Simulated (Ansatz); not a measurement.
SiO2 in space group I-42d (No. 122; Si on 4a, O on 8d), the program Ansatz at the r²SCAN level (PAW). The conduction-band minimum lies at Γ, with 1 equivalent valley. Second derivatives d²E/dk² of the lowest band at one valley (eV·Å²), along Cartesian directions:

```csv
direction,d²E/dk²
[100],13.95
[010],13.95
[001],14.02
[110],13.95
[101],13.98
[011],13.98
```

Q: Find the principal effective masses, the density-of-states mass and the conductivity mass.

A: Off-diagonal terms follow from H_xy = H[110] − (H_xx + H_yy)/2, and m*/mₑ = 7.620 eV·Å² over each eigenvalue: 0.54, 0.55, 0.55. One valley's DOS mass (m₁m₂m₃)^(1/3) = 0.55, conductivity mass 3/(Σ 1/mᵢ) = 0.55 mₑ.

Q: What effective density of states Nc follows at 300 K for parabolic valleys?

A: Nc = 2.509e19 × 1 × (0.55)^(3/2) ≈ 1.0e19 cm⁻³.

The workflow started from a Materials Project entry (that database holds measured and hypothetical structures alike); the Crystallography Open Database copy checked does not list it. It is not the phase usual at ambient conditions (space group No. 92, 152, 154). The cell was relaxed with r²SCAN under the symmetry of its start; its stability against distortions is not shown here.

Potentials: the later of the program's two PAW sets.

Edges and masses are those of Kohn–Sham bands, whose gap is no quasiparticle gap.
